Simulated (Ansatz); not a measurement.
YSb:
```
YSb
1.0
    0.00000     3.10487     3.10487
    3.10487     0.00000     3.10487
    3.10487     3.10487     0.00000
Sb Y
1 1
Direct
  0.00000   0.00000   0.00000
  0.50000   0.50000   0.50000
```

Relaxed with r²SCAN.

Problem. Give the Bader charges and basin volumes of the independent atoms, r²SCAN (plane waves, PAW; program Ansatz).

Solution. 

| atom | Bader charge (e) | Bader volume (Å³) |
|---|---|---|
| Sb1 | -1.75 | 42.9 |
| Y2 | +1.75 | 16.9 |

Space group Fm-3m (rock salt). The workflow started from an entry of the Crystallography Open Database (COD). Whether it is the stable phase at ambient conditions was not checked. The r²SCAN relaxation kept the symmetry of its start; its stability against distortions is not shown here. The run is not spin-polarised. Scalar-relativistic: spin–orbit coupling is off unless named, which matters more the heavier the elements.

Potentials: the later of the program's two PAW sets.
